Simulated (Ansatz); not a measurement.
## LuHg: elastic constants from stress and strain

```xyz
2
Lattice="3.6070 0.0000 0.0000 0.0000 3.6070 0.0000 0.0000 0.0000 3.6070" Properties=species:S:1:pos:R:3 pbc="T T T"
Lu    1.8035    1.8035    1.8035
Hg    0.0000    0.0000    0.0000
```

Atom numbers follow the list: Lu1, Hg2.

The cell comes from COD entry 1523433, which wasn't checked; take it as a given geometry.

Spin–orbit coupling is left out, though it moves levels of the heavy atoms by tenths of an eV or more.

Method: DFT, LDA, all-electron LAPW, scalar-relativistic in Ansatz 0.2.0.

The runs use a Γ-centred 10×10×10 k mesh, Fermi–Dirac smearing of 0.05 eV, basis error target 0.25 meV/atom, no spin polarisation.

The unstrained cell is at -4.17 GPa. Large strains and very small stresses are left out. Each strain is applied once, with fractional coordinates held (clamped ions), and σ below is the change of stress, positive in tension. One finite strain gives stress–strain coefficients at this pressure with an error of the order of the strain times third-order constants, a few per cent for each per cent of strain. In a metal the k mesh adds noise of tens of per cent to soft shears.

(1) Estimate the stiffness probed by this change, and the stress that it gives: equal xy, yz and zx engineering shear strains of -1 %.

(2) With equal xy, yz and zx engineering shear strains of +1 %, the run gives σxy = 0.40 GPa and γxy = 2εxy = 0.0100. Which stiffness follows?

(3) The two estimates of C44 (clamped ions) differ. Why, and which value is best?

Results:

(1) σxy = -0.44 GPa and γxy = 2εxy = -0.0100, so C44 (clamped ions) = σxy/γxy = 44 GPa.

(2) C44 (clamped ions) = σxy/γxy = 40 GPa.

(3) Finite strains add third-order terms, and in a metal the k mesh adds noise; two strains on one mesh can't tell these apart, so neither value is shown to be the better.
